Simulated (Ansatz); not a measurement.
A geometry of Be away from equilibrium: step 2 of the relaxation of a relaxed Be cell, doubled along one cell vector, shaken by Gaussian noise of σ = 0.08 Å a coordinate. Computed with r2SCAN (plane waves to 500 eV, PAW, scalar-relativistic; Ansatz, a first-principles code). Γ-centred k-mesh 17×9×17 on the run's cell (coarser than for final values), Fermi–Dirac smearing 0.05 eV. The plane waves were selected for a different cell earlier on the path.

```
CELL_PARAMETERS angstrom
      0.00021     1.57408     1.57452
      3.11673     0.05507     3.09439
      1.57604     1.56442     0.00987
ATOMIC_POSITIONS crystal
  Be 0.01845 0.01598 0.95110
  Be 0.01823 0.47934 0.02964
```

### Question
Give the Cartesian forces on all atoms (eV/Å).

### Answer
| atom | Fx | Fy | Fz |
|---|---|---|---|
| Be1 | -0.28 | 0.89 | -0.86 |
| Be2 | 0.28 | -0.89 | 0.86 |

The path ends in Fm-3m (No. 225) (fcc (Cu type)). No spin polarisation in the result.

The run could not lose the symmetry of its start: the end is stationary, and may be a saddle point rather than a minimum.

The end of the path is a generated cell of Be: the first start was made by placing the elements on the sites of a structure type, and the end was not matched to a known phase here, so it may be hypothetical. Known forms of Be include space group No. 194.
